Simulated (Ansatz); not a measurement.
Relaxed-ion elastic tensor of NbAs (CsCl type, Pm-3m) in GPa (Voigt order), the program Ansatz at the PBEsol level (PAW); density 8.66 g/cm³, 16.08 Å³ per atom.

```
339  105  105  0.0  0.0  0.0
105  339  105  0.0  0.0  0.0
105  105  339  0.0  0.0  0.0
0.0  0.0  0.0  117  0.0  0.0
0.0  0.0  0.0  0.0  117  0.0
0.0  0.0  0.0  0.0  0.0  117
```

Is the crystal mechanically stable?

Yes: the smallest eigenvalue of C is 117 GPa.

Work out the Voigt, Reuss and Hill averages.

K_V = 183, K_R = 183, K_H = 183; G_V = 117, G_R = 117, G_H = 117 GPa.

Give Young's modulus, Poisson's ratio, Pugh's ratio and the universal anisotropy index.

E = 9KG/(3K + G) = 289 GPa; ν = 0.24; K/G = 1.56 (brittle by the Pugh limit of 1.75); A_U = 5G_V/G_R + K_V/K_R − 6 = 0.00.

Estimate the sound speeds and the Debye temperature.

v_l = √((K + 4G/3)/ρ) = 6260 m/s, v_t = √(G/ρ) = 3680 m/s, mean 4070 m/s; Θ = (h/k)(3n/4πV)^(1/3) v_m = 481 K.

Give the Zener ratio and Young's modulus along [100], [110] and [111].

A = 2C44/(C11 − C12) = 1.00; 1/E = S11 − 2(S11 − S12 − S44/2)Γ with Γ = 0, 1/4, 1/3 gives 290, 289, 289 GPa.

Solve the Christoffel equation for the three sound speeds along [100], [110], [111].

Eigenvalues of C_ijkl n_j n_l equal ρv². In km/s, slowest first: [100] 3.68, 3.68, 6.26; [110] 3.68, 3.68, 6.25; [111] 3.68, 3.68, 6.25.

The cell is a constructed one: a structure type filled with these elements; neither database checked (COD, Materials Project) lists it. COD files the formula under space group No. 109, so this cell is another polymorph or a model. Whether it is the stable phase at ambient conditions was not checked. The cell was relaxed with PBEsol under the symmetry of its start; of distortions, only those at the zone centre were tested. The run is not spin-polarised. As this level gives no gap, shear constants depend on the k-mesh and smearing (Fermi–Dirac, 0.1 eV here).

Potentials: the later of the program's two PAW sets.
